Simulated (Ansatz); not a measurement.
# Y4CdPt: a ladder of calculations

Cell of run 1: a computed structure from the Materials Project (it need not be an observed phase), atoms as given.

Space group F-43m (No. 216); a = 13.7162 Å.

| site | Wyckoff | site symmetry | x | y | z |
| --- | --- | --- | --- | --- | --- |
| Y1 | 16e | .3m | 0.1023 | 0.6023 | 0.3977 |
| Y5 | 24g | 2.mm | 0.7500 | 0.4401 | 0.7500 |
| Y11 | 24f | 2.mm | 0.5000 | 0.3136 | 0.5000 |
| Cd | 16e | .3m | 0.3312 | 0.8312 | 0.1688 |
| Pt | 16e | .3m | 0.8931 | 0.3931 | 0.6069 |

One atom of each set is listed; the run and its k-mesh use a cell of 24 atoms with edges of 9.70, 9.70, 9.70 Å.

All runs are DFT with Ansatz 0.2.0 (plane waves and PAW, scalar-relativistic unless spin–orbit coupling is named, Γ-centred meshes, Fermi–Dirac smearing where given) in this cell.

Run 1: PBE, atoms as given; 420 eV, 4×4×4 k-points, smearing 0.05 eV.
Run 2: r2SCAN, atoms as given; 500 eV, 4×4×4 k-points, smearing 0.05 eV.
Run 3: LDA, atoms as given; 420 eV, 4×4×4 k-points, smearing 0.05 eV.

(1) What does each run give, and what moves the gradients most?

Results:

(1) 

```csv
run,Y5 V_zz (η),Cd V_zz (η),Pt V_zz (η)
1,-7.72 (0.11),2.56 (0.00),33.2 (0.00)
2,-7.35 (0.06),3.10 (0.00),39.9 (0.00)
3,-8.18 (0.12),2.52 (0.00),32.3 (0.00)
```

V_zz in 10²¹ V/m²; 3 of the 5 sets of like atoms are followed. Against run 1, the gradient tensors on these sites move by at most 6.74 in run 2 (Pt), 0.92 in run 3 (Pt).

Leaving out spin–orbit coupling shifts gradients on Pt by a few per cent in wide-gap crystals, and can shift them far more where the calculated gap is small or absent, as here. With these PAW files V_zz is typically within 2 to 3 % of all-electron values, but misses above 10 % occur on Pt. In runs 1, 2, 3 there is no gap above 0.1 eV, so the gradients can move by 10 % or more with the k-mesh.
